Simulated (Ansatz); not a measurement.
# InO: zone-centre modes

Level of theory: Ansatz, DFT PBE+D3(BJ), scalar-relativistic, plane waves, PAW. The runs took a 420 eV cutoff, a Γ-centred 12×12×2 mesh and Gaussian smearing (0.05 eV). No spin polarisation.

Zero of the scan (relaxed at this level; it needn't be the usual structure):

```
CELL_PARAMETERS angstrom
3.42978 0.00000 0.00000
-1.71489 2.97028 0.00000
0.00000 0.00000 15.85202
ATOMIC_POSITIONS crystal
In 0.66667 0.33333 0.58953
In 0.66667 0.33333 0.41047
O 0.00000 0.00000 0.63988
O 0.00000 0.00000 0.36012
```

Harmonic modes by finite displacements of 0.02 Å, without the LO–TO term.

(1) At this geometry, is the structure stable against these modes?

(2) List the wavenumbers in cm⁻¹.

## Answers

(1) Yes: no mode is imaginary beyond 10 cm⁻¹, and only the three translations lie near zero.

(2) 0, 0, 0, 40, 40, 140, 368, 397, 409, 409, 410, 410.